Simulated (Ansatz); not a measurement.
ZnCu$_{2}$SnSe$_{4}$ (space group I-42m)

```xyz
8
Lattice="-2.8449 2.8449 5.7081 2.8449 -2.8449 5.7081 2.8449 2.8449 -5.7081" Properties=species:S:1:pos:R:3 pbc="T T T"
Zn     0.0000     0.0000     0.0000
Cu     0.0000     2.8449     2.8541
Cu     2.8449     0.0000     2.8541
Sn     0.0000     0.0000     5.7081
Se     1.4728     1.4728     4.1757
Se     1.4728    -1.4728     7.2406
Se     1.3721     1.3721    -1.5325
Se    -1.4728     1.4728     7.2406
```

The volume is varied about the relaxed value V₀ at fixed cell shape. The atoms relax within the cell's symmetry.

All values below come from r2SCAN (plane waves to 500 eV, PAW, scalar-relativistic; Ansatz, a program for electronic structure). k mesh 8×8×8 (Γ-centred), Fermi-Dirac smearing 0.05 eV. Energies are smeared free energies. Stress and pressure are positive under compression. With the shape held, the modulus is that of even scaling; a crystal free to change shape is softer. At this level the bands of ZnCu2SnSe4 touch or barely overlap. ZnCu2SnSe4 is run without spin polarisation. ZnCu2SnSe4 was relaxed with its symmetry unable to fall. ΔE is measured from the relaxed starting cell.

The scan covers V/V₀ from 0.840 to 1.160 in 11 points.

Task: What is ΔE at V/V₀ = 1.160?

Result: 89 meV/atom.

Task: What pressure does the cell carry at V/V₀ = 0.840?

Result: 17.0 GPa.

Task: What is ΔE at V/V₀ = 0.840?

Result: 166 meV/atom.

(Under strain, the slope of the energy per volume gives the stress and its curvature an elastic modulus.)
